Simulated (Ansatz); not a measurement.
Ta2SiB2 in space group P-6m2 (No. 187; Ta on 2h, Si on 1a, B on 1b, B on 1f) at seven volumes, the program Ansatz at the PBEsol level (PAW), shape and atoms relaxed at each. One row is withheld.

```csv
V (Å³/atom),P (GPa)
10.708,28.68
11.061,17.63
11.414,8.14
11.767,0.02
12.120,-6.93
12.473,-12.88
12.826,?
```

Question: Fit the shown pressures and predict the withheld one.

Answer: Third-order Birch–Murnaghan: P = (3/2)B₀(x^(7/2) − x^(5/2))[1 + (3/4)(B′ − 4)(x − 1)] with x = (V₀/V)^(2/3). Least squares on the six rows gives V₀ = 11.768 Å³/atom, B₀ = 249.9 GPa, B′ = 4.13. At V = 12.826, x = 0.9442 and P = -18.02 GPa. The run itself gave -17.95 GPa.

The start of the workflow was typed in or built on a structure type; neither database checked (COD, Materials Project) lists it. Its standing as an ambient phase is unchecked. The cell was relaxed with PBEsol under the symmetry of its start; whether a distortion lowers the energy is not shown. The run is not spin-polarised. Scalar-relativistic: spin–orbit coupling is off unless named, which matters more the heavier the elements.

Potentials: the earlier of the program's two PAW sets. The files were generated under PBE; for other functionals the program regenerates the frozen cores, and for LDA and PBEsol the local potential too.
